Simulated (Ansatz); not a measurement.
**How much do the gradients of Ag₈S depend on the method?**

Cell: a structure deposited in the COD whose atoms were relaxed with PBE, the cell held.

```cif
data_Ag8S
_symmetry_space_group_name_H-M 'Imm2'
_symmetry_Int_Tables_number 44
_cell_length_a 5.9000
_cell_length_b 6.4000
_cell_length_c 8.7000
_cell_angle_alpha 90.000
_cell_angle_beta 90.000
_cell_angle_gamma 90.000
loop_
_atom_site_label
_atom_site_type_symbol
_atom_site_symmetry_multiplicity
_atom_site_Wyckoff_symbol
_atom_site_fract_x
_atom_site_fract_y
_atom_site_fract_z
Ag1 Ag 4 d 0.0000 0.2399 0.3857
Ag3 Ag 4 c 0.2570 0.0000 0.6347
Ag5 Ag 4 d 0.5000 0.1930 0.3556
Ag7 Ag 4 c 0.7302 0.0000 0.1433
S S 2 a 0.0000 0.0000 0.9614
```

One atom of each set is listed; the run and its k-mesh use a cell of 9 atoms with edges of 6.15, 6.15, 6.15 Å.

First run. Level of theory: DFT, PBE, plane waves and PAW, scalar-relativistic, 420 eV cutoff, Γ-centred 8×8×8 k-points, Fermi–Dirac smearing 0.05 eV (Ansatz 0.2.0).

```csv
site,V_zz (10²¹ V/m²),η
Ag1,-2.72,0.09
Ag3,-4.74,0.08
Ag5,-18.19,0.03
Ag7,-15.26,0.12
S,0.76,0.68
```

Second run. The same atoms and settings, except that the functional is r2SCAN and the cutoff is 500 eV.

(1) What does the second run give?

## Answers

(1) 

```
site    V_zz     η  change of V_zz
 Ag1   -3.74  0.05           -1.02
 Ag3   -5.92  0.10           -1.18
 Ag5   -21.4  0.02           -3.24
 Ag7  -18.26  0.11           -3.00
   S    0.71  0.19           -0.05
```

The largest change of V_zz is on Ag5, from -18.19 to -21.4. In per cent, |V_zz| changes by +18 to +38 on Ag (all sites that start above 2). Where |V_zz| stays above 0.1, η moves most on S, from 0.68 to 0.19.

The run finds no gap above 0.1 eV (a metal, or nearly one), so the gradients can move by 10 % or more with the k-mesh. Without spin–orbit coupling (the program notes it for Ag) the gradients can shift somewhat, as the gap is small. The database positions were far from equilibrium, so the relaxed structure may not be the compound's real one.
For the first run: At this cell the PBE pressure is 11 GPa (principal stresses up to 15 GPa in size), so with PBE the cell would grow if it were relaxed. The entry's cell may itself be off.
For the second run: At this cell the r2SCAN pressure is 9 GPa (principal stresses up to 13 GPa in size), so with r2SCAN the cell would grow if it were relaxed. The entry's cell may itself be off. The largest force is 0.3 eV/Å, so the atoms aren't at the calculated equilibrium and relaxing them would move these values.
